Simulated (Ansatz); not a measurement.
One crystal and one scan (scan of one atom of the cell) at two levels, PBE (plane waves to 420 eV, PAW, scalar-relativistic; Ansatz, a quantum-chemistry and plane-wave program) and r2SCAN (plane waves to 500 eV, PAW, scalar-relativistic; Ansatz), each from its own relaxed cell and on its own mesh.

The crystal is CsSnI$_{3}$ (cubic perovskite); one Cs atom of a 5-atom cell moves by s along Cartesian x, with its periodic images.

Energies are smeared free energies. CsSnI3 was relaxed with its symmetry unable to fall. Spin-orbit coupling is left out, though I is heavy. The PAW data are Ansatz's earlier set. This is a high-temperature form of CsSnI3. (r2SCAN) On this mesh the relaxed cell isn't quite at rest: it carries a pressure of -0.1 GPa (compression positive) at the zero of the scan. Both scans cover s from -0.440 to 0.440 Å.

```
quantity                                                          run 1  run 2
----------------------------------------------------------------  -----  -----
Lattice constant a (Å)                                            6.271  6.225
Energy at s = 0.440 Å (meV/cell)                                    7.8   15.3
Force along the line at s = -0.440 Å (eV/Å)                       0.050  0.086
Force constant k = d²E/ds² at s = 0 (finite differences) (eV/Å²)   0.05   0.12
```

Problem. Which run is which level?

Solution. Run 1 is PBE, run 2 is r2SCAN. PBE gives the higher value for: lattice constant a. PBE gives the lower value for: energy at s = 0.440 Å; force along the line at s = -0.440 Å; force constant k = d²E/ds² at s = 0. Both give the same symmetry of the curve: even: the same for both signs.

(For displaced atoms, the force is minus the slope of the energy, and its curvature is a force constant, which sets phonon frequencies.)
